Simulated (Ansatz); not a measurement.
# Band table of BP (zincblende type)

```yaml
crystal:
  lattice:
    - [0.00000, 1.85838, 1.85838]
    - [1.85838, 0.00000, 1.85838]
    - [1.85838, 1.85838, 0.00000]
  atoms:
    - { symbol: B, position: [0.00000, 0.00000, 0.00000] }
    - { symbol: P, position: [0.25000, 0.25000, 0.25000] }
```

The cell comes from a relaxation on PAW files under the same functional, begun from a prototype that needn't be the stable phase.

Computed with Ansatz 0.2.0; functional r²SCAN, scalar-relativistic. Settings: a Γ-centred 16×16×16 k mesh, Fermi–Dirac smearing of 0.08 eV, no spin polarisation. Methods: PAW: frozen-core files, cutoff 500 eV.

This run: volume at 0.55 of the series' base cell.

The PAW files were made under PBE. The structure type is held throughout; the real material can change phase at far lower pressure.

Path points, in fractions of the reciprocal vectors: Γ (0.000, 0.000, 0.000), X (-0.500, -0.500, 0.000), U (-0.375, -0.375, 0.250), K (-0.375, 0.000, 0.375), L (0.000, 0.000, 0.500), W (-0.500, -0.250, 0.250). The distance column jumps between branches of the path. Levels in eV from the valence-band top; bands 1 to 6, counted from the lowest band of the run. The gap is 0.24 eV, the pressure 295.5 GPa.

```
# k(1/Å) point b1 b2 b3 b4 b5 b6
0.000 Γ -22.55 0.00 0.00 0.00 6.01 6.01
0.211 - -22.40 -0.59 -0.59 -0.23 5.68 6.78
0.423 - -21.94 -1.83 -1.83 -0.92 4.82 8.54
0.634 - -21.19 -3.13 -3.13 -2.07 3.68 7.41
0.845 - -20.14 -4.30 -4.30 -3.74 2.49 5.22
1.057 - -18.80 -5.88 -5.24 -5.24 1.48 3.73
1.268 - -17.18 -8.28 -5.93 -5.93 0.77 2.79
1.479 - -15.33 -10.68 -6.35 -6.35 0.37 2.26
1.691 X -13.75 -12.47 -6.49 -6.49 0.24 2.08
1.765 - -13.73 -12.45 -6.64 -6.47 0.33 2.19
1.840 - -13.68 -12.40 -7.07 -6.42 0.55 2.55
1.915 - -13.60 -12.33 -7.68 -6.34 0.80 3.16
1.989 - -13.49 -12.22 -8.40 -6.22 1.03 4.00
2.064 - -13.36 -12.09 -9.15 -6.07 1.24 5.00
2.139 - -13.23 -11.93 -9.89 -5.89 1.46 6.09
2.213 - -13.12 -11.76 -10.55 -5.68 1.69 7.25
2.288 U -13.14 -11.61 -10.99 -5.44 1.95 8.44
3.323 K -13.14 -11.61 -10.99 -5.44 1.95 8.44
3.548 - -14.58 -11.07 -10.51 -4.55 2.87 11.70
3.772 - -16.56 -9.83 -9.37 -3.46 4.03 10.63
3.996 - -18.35 -8.27 -7.93 -2.28 5.39 9.01
4.220 - -19.84 -6.52 -6.20 -1.19 6.79 7.83
4.444 - -21.02 -4.65 -4.26 -0.44 7.02 7.66
4.668 - -21.87 -2.69 -2.32 -0.09 6.47 7.23
4.892 - -22.38 -0.88 -0.70 0.00 6.13 6.41
5.116 Γ -22.55 0.00 0.00 0.00 6.01 6.01
5.299 - -22.43 -0.78 -0.16 -0.16 6.26 6.26
5.482 - -22.09 -2.57 -0.55 -0.55 6.84 6.84
5.665 - -21.53 -4.75 -1.00 -1.00 7.30 7.30
5.848 - -20.74 -7.03 -1.43 -1.43 7.21 7.21
6.031 - -19.73 -9.28 -1.78 -1.78 6.72 6.72
6.214 - -18.52 -11.40 -2.03 -2.03 6.20 6.20
6.397 - -17.16 -13.34 -2.18 -2.18 5.83 5.83
6.580 L -16.12 -14.56 -2.22 -2.22 5.70 5.70
6.730 - -16.04 -14.49 -2.63 -2.42 5.42 6.02
6.879 - -15.83 -14.28 -3.63 -2.99 4.94 6.72
7.029 - -15.46 -13.93 -4.91 -3.91 4.67 7.46
7.178 - -14.97 -13.45 -6.28 -5.07 4.69 8.13
7.328 - -14.34 -12.82 -7.62 -6.34 4.95 8.75
7.477 - -13.61 -12.08 -8.87 -7.61 5.34 9.29
7.626 - -12.84 -11.29 -9.88 -8.82 5.72 9.58
7.776 W -12.38 -10.99 -9.85 -9.83 5.89 9.61
7.882 - -12.48 -11.14 -9.70 -9.63 5.56 8.87
7.987 - -12.70 -11.43 -9.30 -9.19 4.75 7.55
8.093 - -12.98 -11.73 -8.76 -8.65 3.75 6.20
8.198 - -13.24 -11.99 -8.16 -8.07 2.73 4.93
8.304 - -13.46 -12.19 -7.55 -7.50 1.78 3.81
8.410 - -13.62 -12.34 -7.01 -6.99 0.98 2.90
8.515 - -13.72 -12.43 -6.63 -6.62 0.43 2.30
8.621 X -13.75 -12.47 -6.49 -6.49 0.24 2.08
```
